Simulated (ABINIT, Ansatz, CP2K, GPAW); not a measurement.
MnPt2: 5 runs at one level of theory

```
Pt Mn
1.0
     2.85840    0.00000    0.00000
    -1.42920    2.47545    0.00000
     0.00000    0.00000    6.53250
Pt Mn
2 1
Direct
  0.66667 0.33333 0.31621
  0.33333 0.66667 0.68379
  0.00000 0.00000 0.00000
```

The cell comes from a database or a generator and needn't be the stable form of this composition.

Alike in all runs: task single point; functional PBEsol; k mesh 11 × 11 × 4; occupations fermi-dirac, width 0.05 eV; collinear spin, ferromagnetic start; no spin-orbit coupling. Pressure is positive in compression and, in plane waves, holds the error of the finite cutoff, which Ansatz's Pulay term estimates and takes out.

| program and potentials | plane-wave cutoff (eV) | notes | pressure (GPa) | net moment per atom (μB) | largest force (eV/Å) |
| --- | --- | --- | --- | --- | --- |
| Ansatz, Ansatz PAW | 420 | potentials made for PBE, which Ansatz adapts in part; 17 valence electrons an atom on average; Pulay term of +0.06 GPa included | -9.19 | 1.50 | 0.026 |
| CP2K, GTH_POTENTIALS Pt GTH-PBE-q18, Mn GTH-PBE-q15; TZVP-MOLOPT-SR-GTH basis | - | atomic basis; potentials made for PBE; 17 valence electrons an atom on average | -8.30 | 1.55 | 0.117 |
| Ansatz, all-electron LAPW, scalar-relativistic | - | - | -9.19 | 1.50 | 0.027 |
| ABINIT, JTH PAW PBE v2.0 | 707 | potentials made for PBE; 11.67 valence electrons an atom on average | -8.43 | 1.51 | 0.040 |
| GPAW, PAW data sets generated for this functional | 600 | 15.67 valence electrons an atom on average | -8.86 | 1.49 | 0.084 |

Force on atom 1 (Pt), eV/Å:

```json
{"program and potentials": "Ansatz, Ansatz PAW", "x": "0.000", "y": "0.000", "z": "0.026"}
{"program and potentials": "CP2K, GTH_POTENTIALS Pt GTH-PBE-q18, Mn GTH-PBE-q15; TZVP-MOLOPT-SR-GTH basis", "x": "0.000", "y": "0.000", "z": "0.117"}
{"program and potentials": "Ansatz, all-electron LAPW, scalar-relativistic", "x": "0.000", "y": "0.000", "z": "0.027"}
{"program and potentials": "ABINIT, JTH PAW PBE v2.0", "x": "0.000", "y": "0.000", "z": "0.040"}
{"program and potentials": "GPAW, PAW data sets generated for this functional", "x": "0.000", "y": "0.000", "z": "0.084"}
```

The pressure spans -9.19 (Ansatz, all-electron LAPW, scalar-relativistic) to -8.30 GPa (CP2K, GTH_POTENTIALS Pt GTH-PBE-q18, Mn GTH-PBE-q15; TZVP-MOLOPT-SR-GTH basis), with all-electron results at -9.19. The net moment per atom spans 1.49 (GPAW, PAW data sets generated for this functional) to 1.55 μB (CP2K, GTH_POTENTIALS Pt GTH-PBE-q18, Mn GTH-PBE-q15; TZVP-MOLOPT-SR-GTH basis), with all-electron results at 1.50. The state is the one that the start led to, which needn't be the lowest. Rows in atomic bases carry the error of their basis and grid, which can be large.

The functional is the same throughout but for its coding, so the spread measures potentials, basis and numerics; runs on potential files found faulty are left out.
